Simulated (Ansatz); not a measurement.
Here is the system:

B$_{2}$Ru:
```cif
data_B2Ru
_chemical_formula_sum 'Ru1 B2'
_space_group_name_H-M_alt 'P 1'
_space_group_IT_number 1
_cell_length_a 3.01953
_cell_length_b 3.01953
_cell_length_c 3.27987
_cell_angle_alpha 90.000
_cell_angle_beta 90.000
_cell_angle_gamma 120.000
loop_
_space_group_symop_operation_xyz
  'x, y, z'
loop_
_atom_site_label
_atom_site_type_symbol
_atom_site_fract_x
_atom_site_fract_y
_atom_site_fract_z
_atom_site_occupancy
Ru1 Ru 0.00000 0.00000 0.00000 1
B1 B 0.33333 0.66667 0.50000 1
B2 B 0.66667 0.33333 0.50000 1
```

This is the PBE-relaxed structure.

Q: All from DFT-PBE in the program Ansatz with PAW potentials, unless another level is named. Give the electronic character.

A: metallic (no gap).

Q: Give the density of states at the Fermi level.

A: 0.65 states/eV per atom (mean over ±0.08 eV).

Q: Give the gap with spin–orbit coupling.

A: none (metallic).

Space group P6/mmm. The cell is a constructed one: a structure type filled with these elements; neither database checked (COD, Materials Project) lists it. COD files the formula under space group No. 59. Its standing as an ambient phase is unchecked. The cell was relaxed with PBE under the symmetry of its start; its stability against distortions is not shown here. No spin polarisation was allowed. Spin–orbit coupling is left out wherever it is not named.

Potentials: the earlier of the program's two PAW sets.
